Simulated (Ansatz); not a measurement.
ScPt:
```xyz
2
Lattice="3.2598 0.0000 0.0000 0.0000 3.2598 0.0000 0.0000 0.0000 3.2598" Properties=species:S:1:pos:R:3 pbc="T T T"
Sc     1.6299     1.6299     1.6299
Pt     0.0000     0.0000     0.0000
```

Relaxed with PBEsol. Special points in fractions of this cell's reciprocal vectors: Γ (0.000, 0.000, 0.000); X (0.000, 0.500, 0.000); M (0.500, 0.500, 0.000); R (0.500, 0.500, 0.500).

Q: List the band energies nearest the Fermi level at these points for plane-wave PAW PBEsol (Ansatz code).

A: In eV from the Fermi level; about four levels below and three above (degenerate sets whole), none deeper than 8.9 eV; points with the same levels are listed once.

```csv
k,below,above
Γ,-5.33 -5.33 -2.89 -2.89 -2.89,1.46 1.46 3.51 3.51 3.51
X,-3.29 -3.29 -2.48 -0.92 -0.15,1.19 1.19 2.74
M,-3.96 -3.96 -1.63 -0.83,0.25 0.25 1.98
R,-1.57 -1.57 -1.45 -1.45 -1.45,3.08 3.74 3.74
```

Space group Pm-3m (CsCl type). The workflow started from a Materials Project entry (that database holds measured and hypothetical structures alike); the Crystallography Open Database files this formula in space group No. 221, but the cells were not matched. Whether it is the stable phase at ambient conditions was not checked. Symmetry was held in the PBEsol relaxation; of distortions, only those at the zone centre were tested. The run is not spin-polarised. Spin–orbit coupling is left out wherever it is not named.

Potentials: the later of the program's two PAW sets.
